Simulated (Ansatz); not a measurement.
The start is a generated trial cell of Si2W in the fluorite structure type. A full variable-cell relaxation at zero pressure is run with r2SCAN (plane waves to 500 eV, PAW, scalar-relativistic; Ansatz, a first-principles code). The first steps use a coarse 7×7×7 k-mesh.

Input geometry:
```yaml
crystal:
  lattice:
    - [0.00000, 3.05713, 3.05713]
    - [3.05713, 0.00000, 3.05713]
    - [3.05713, 3.05713, 0.00000]
  atoms:
    - { symbol: W, position: [0.00000, 0.00000, 0.00000] }
    - { symbol: Si, position: [0.25000, 0.25000, 0.25000] }
    - { symbol: Si, position: [0.75000, 0.75000, 0.75000] }
```

### Question
What pressure does the first self-consistent step give?

### Answer
-15 GPa (negative: the cell is under tension).

### Question
How does the volume change?

### Answer
-12.2 %, from 19.05 to 16.72 Å³/atom.

### Question
How do the shortest distances between atoms change?

### Answer
The closest pairs of elements (up to four, under 3.6 Å), start → end: Si–W 2.65 → 2.54 Å; Si–Si 3.06 → 2.93 Å.

### Question
What band gap does the relaxed structure have at this level?

### Answer
Zero (metallic).

### Question
Write out the relaxed structure.

### Answer

Space group Fm-3m (No. 225); a = b = c = 5.855 Å, α = β = γ = 90.00°

```tsv
atom	site	symmetry	x	y	z
W	4a	m-3m	0.0000	0.0000	0.0000
Si	8c	-43m	0.2500	0.2500	0.2500
```
(The calculation used a cell of 3 atoms; values per cell refer to that cell.)

The space group stays Fm-3m (No. 225) (the run could not lower it); the end is AFLOW prototype AB2_cF12_225_a_c (C1, as in CaF2), with 3 atoms in the primitive cell. Final values are on a 14×14×14 k-mesh of the relaxed cell. No spin polarisation in the result.

The run could not lose the symmetry of its start, so the end can be a saddle point.

All atoms sit on sites fixed by symmetry, so only the cell could relax.

The relaxed structure here is a generated cell of Si2W: the first start was made by placing the elements on the sites of a structure type, and the end was not matched to a known phase here, so it may be hypothetical. Known forms of Si2W include space group No. 139.
